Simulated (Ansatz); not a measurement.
Data:

CaH$_{2}$O$_{2}$:
```
CELL_PARAMETERS angstrom
      3.49785     0.00000     0.00000
     -1.74893     3.02923     0.00000
      0.00000     0.00000     4.61807
ATOMIC_POSITIONS crystal
  Ca 0.00000 0.00000 0.00000
  H  0.66667 0.33333 0.54216
  H  0.33333 0.66667 0.45784
  O  0.66667 0.33333 0.75391
  O  0.33333 0.66667 0.24609
```

This is the LDA-relaxed structure. Tensor components refer to the Cartesian frame of this cell.

### Question
All from LDA in the plane-wave PAW code Ansatz, unless another level is named. Estimate the band gap.

### Answer
4.35 eV (direct).

### Question
Give the hole effective mass, band 2 of 2 at the edge.

### Answer
0.51 along x, 2.6 along z (mₑ).

### Question
Give the valence-band maximum.

### Answer
at Γ.

Space group P-3m1. The first step of the workflow began from a Materials Project structure, measured or hypothetical; the Crystallography Open Database files this formula in space group No. 164, but the cells were not matched. Its standing as an ambient phase is unchecked. The cell was relaxed with LDA under the symmetry of its start; its stability against distortions is not shown here. A crystal of weakly bound layers computed without a dispersion correction: the cell and the soft elastic constants depend strongly on that.

Potentials: the later of the program's two PAW sets.
